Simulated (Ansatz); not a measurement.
CaTiO3 (cubic perovskite, Pm-3m), DFT-PBEsol in the program Ansatz with PAW potentials, all energies at zero smearing, with the estimated change up to a 700 eV cutoff added, with one set of potentials and settings (totals compare only within such a set). Cell of 5 atoms (1 Ca, 1 Ti, 3 O): -5958.419 eV.

```json
[
 {"element": "Ca", "reference phase": "Fm-3m, 1 atoms in the cell", "E (eV/atom)": "-1793.7315"},
 {"element": "Ti", "reference phase": "P6/mmm, 3 atoms in the cell", "E (eV/atom)": "-2473.9117"},
 {"element": "O", "reference phase": "C2/m, 4 atoms in the cell, spin-polarised", "E (eV/atom)": "-558.3554"}
]
```

Formation energy per atom, worked out: (-5958.419 − 1×(-1793.7315) − 1×(-2473.9117) − 3×(-558.3554))/5 = -3.142 eV/atom (-303 kJ per mol of atoms), at 0 K, without zero-point energy or fitted corrections.

The workflow started from an entry of the Crystallography Open Database (COD), which files this formula under 5 space groups. Whether it is the stable phase at ambient conditions was not checked. The cell was relaxed with PBEsol under the symmetry of its start; its stability against distortions is not shown here. No spin polarisation was allowed. The references are the lowest solids computed at this level, not always the standard phases (solids in place of the gases).

Potentials: the later of the program's two PAW sets.
